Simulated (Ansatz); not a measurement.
Mo$_{3}$Ir (A15 (Cr3Si type), Pm-3n) at seven volumes, r²SCAN in the plane-wave PAW code Ansatz, scaled uniformly. One row is withheld.

```csv
V (Å³/atom),P (GPa)
13.945,34.35
14.404,?
14.864,9.65
15.324,0.00
15.784,-8.21
16.243,-15.20
16.703,-21.12
```

Fit the shown pressures and predict the withheld one.

Third-order Birch–Murnaghan: P = (3/2)B₀(x^(7/2) − x^(5/2))[1 + (3/4)(B′ − 4)(x − 1)] with x = (V₀/V)^(2/3). Least squares on the six rows gives V₀ = 15.324 Å³/atom, B₀ = 296.1 GPa, B′ = 4.39. At V = 14.404, x = 1.0421 and P = 21.01 GPa. The run itself gave 21.00 GPa.

The first step of the workflow began from a Materials Project structure, measured or hypothetical; the Crystallography Open Database copy checked does not list it. Whether it is the stable phase at ambient conditions was not checked. The cell was relaxed with r²SCAN under the symmetry of its start; its stability against distortions is not shown here. The run is not spin-polarised. Scalar-relativistic: spin–orbit coupling is off unless named, which matters more the heavier the elements.

Potentials: the later of the program's two PAW sets.
